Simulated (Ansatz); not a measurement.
Bi (A7 (α-As type), space group No. 166) at seven volumes, PBEsol in the plane-wave PAW code Ansatz, shape and atoms relaxed at each. One row is withheld.

| V (Å³/atom) | P (GPa) |
|---|---|
| 31.331 | 4.81 |
| 32.363 | 2.86 |
| 33.396 | 1.28 |
| 34.429 | 0.00 |
| 35.462 | ? |
| 36.495 | -1.79 |
| 37.528 | -2.34 |

Fit the shown pressures and predict the withheld one.

P = (3/2)B₀(x^(7/2) − x^(5/2))[1 + (3/4)(B′ − 4)(x − 1)] with x = (V₀/V)^(2/3). Least squares on the six rows gives V₀ = 34.439 Å³/atom, B₀ = 37.1 GPa, B′ = 6.84. At V = 35.462, x = 0.9807 and P = -0.98 GPa. The run itself gave -1.02 GPa.

Space group R-3m (A7 (α-As type)). The cell was relaxed with PBEsol under the symmetry of its start. Scalar-relativistic: spin–orbit coupling is off unless named, which matters more the heavier the elements.

Potentials: the later of the program's two PAW sets.
